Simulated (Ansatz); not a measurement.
CoP$_{3}$ (space group Im-3)

```
CELL_PARAMETERS angstrom
     -3.81990     3.81990     3.81990
      3.81990    -3.81990     3.81990
      3.81990     3.81990    -3.81990
ATOMIC_POSITIONS crystal
  Co 0.00000 0.00000 0.50000
  Co 0.50000 0.50000 0.50000
  Co 0.00000 0.50000 0.00000
  Co 0.50000 0.00000 0.00000
  P  0.85285 0.65276 0.50561
  P  0.14715 0.34724 0.49439
  P  0.14715 0.65276 0.79990
  P  0.85285 0.34724 0.20010
  P  0.50561 0.85285 0.65276
  P  0.49439 0.14715 0.34724
  P  0.79990 0.14715 0.65276
  P  0.20010 0.85285 0.34724
  P  0.65276 0.50561 0.85285
  P  0.34724 0.49439 0.14715
  P  0.65276 0.79990 0.14715
  P  0.34724 0.20010 0.85285
```

Equation-of-state scan: isotropic scaling of the cell above, V₀ being its volume. The atoms relax within the cell's symmetry.

The numbers are results of PBEsol (plane waves to 420 eV, PAW, scalar-relativistic; Ansatz, an electronic-structure program), not measurements. k mesh 5×5×5 (Γ-centred), Fermi-Dirac smearing 0.05 eV. The energy includes the smearing's −TS. At this level the bands of CoP3 touch or barely overlap; measurements give the solid a gap. CoP3 is run without spin polarisation. CoP3 was relaxed with its symmetry unable to fall. ΔE is measured from the relaxed starting cell. The last digit holds for this mesh only.

```
V (Å³/atom)  ΔE (meV/atom)
-----------  -------------
13.099                29.2
13.308                16.0
13.517                 6.9
13.726                 1.7
13.935                 0.0
14.144                 1.6
14.353                 6.2
14.562                13.5
14.771                23.4
```

Problem. What bulk modulus B₀ follows from a third-order Birch-Murnaghan fit?

Solution. 167 GPa.

Problem. What is the fitted pressure derivative B₀′?

Solution. 4.5.

(A scan under strain: stresses follow from slopes of the energy per volume, elastic moduli from its curvatures.)
